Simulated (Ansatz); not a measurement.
# Is this Al2Ga3As5 structure a true minimum?

It was reached by relaxing an invented guess, and it needn't be the stable form of this composition.

The calculation used DFT PBE, scalar-relativistic, plane waves, PAW (Ansatz). Settings: cutoff 420 eV, Γ-centred mesh 10×10×10 on the computed 10-atom cell, Gaussian smearing of 0.02 eV; no spin polarisation.

The cell below (10 atoms, space group I-4m2 (No. 119)) is relaxed within its symmetry.

```
CELL_PARAMETERS angstrom
-2.02879 2.02879 14.34902
2.02879 -2.02879 14.34902
2.02879 2.02879 -14.34902
ATOMIC_POSITIONS crystal
Al 0.70015 0.70015 0.00000
Al 0.29985 0.29985 0.00000
Ga 0.89981 0.89981 0.00000
Ga 0.50000 0.50000 0.00000
Ga 0.10019 0.10019 0.00000
As 0.34952 0.84952 0.50000
As 0.94991 0.44991 0.50000
As 0.55009 0.05009 0.50000
As 0.15048 0.65048 0.50000
As 0.75000 0.25000 0.50000
```

For the test it was strained at random (σ = 1.5 % a component), the atoms were moved at random (σ = 0.05 Å), and all was relaxed again on a coarse 4×4×4 mesh (in the run’s order of axes) with 0.10 eV smearing, with no symmetry imposed.

Problem. Is the structure stable against such a distortion?

Solution. It returns, within 1 meV/atom of the unmoved cell on that mesh and with the same symmetry when read at 0.1 Å. So it is stable against the distortions that fit this cell and that this random move excites. Modes that don't fit the cell aren't tested.
